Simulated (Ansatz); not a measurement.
AlPd$_{3}$N:
Space group Pm-3m (No. 221); a = b = c = 4.106 Å, α = β = γ = 90.00°

```
atom  site  symmetry       x       y       z
----  ----  --------  ------  ------  ------
Al      1a      m-3m  0.0000  0.0000  0.0000
Pd      3c    4/mm.m  0.0000  0.5000  0.5000
N       1b      m-3m  0.5000  0.5000  0.5000
```

Relaxed with r²SCAN.

Tabulate the valence density and the electron localisation function along the shortest Pd–Pd contact (2.90 Å), r²SCAN in the plane-wave PAW code Ansatz.



```csv
distance from Pd (Å),density (e/Å³),ELF
0.29,13.42,0.26
0.44,9.87,0.37
0.58,6.13,0.47
0.73,3.07,0.49
0.87,1.31,0.42
1.02,0.62,0.27
1.16,0.36,0.17
1.31,0.26,0.13
1.45,0.23,0.12
1.60,0.26,0.13
1.74,0.36,0.17
1.89,0.62,0.27
2.03,1.31,0.42
2.18,3.07,0.49
2.32,6.13,0.47
2.47,9.87,0.37
2.61,13.42,0.26
```

The density is the valence pseudo-density with augmentation charge, so density and ELF within about 1 Å of a nucleus are not all-electron values.

The start of the workflow was typed in or built on a structure type; neither database checked (COD, Materials Project) lists it. Whether it is the stable phase at ambient conditions was not checked. The cell was relaxed with r²SCAN under the symmetry of its start; its stability against distortions is not shown here. No spin polarisation was allowed. The volume moved by 16 % from the start of the relaxation.

Potentials: the earlier of the program's two PAW sets. The files were generated under PBE; for other functionals the program regenerates the frozen cores, and for LDA and PBEsol the local potential too.
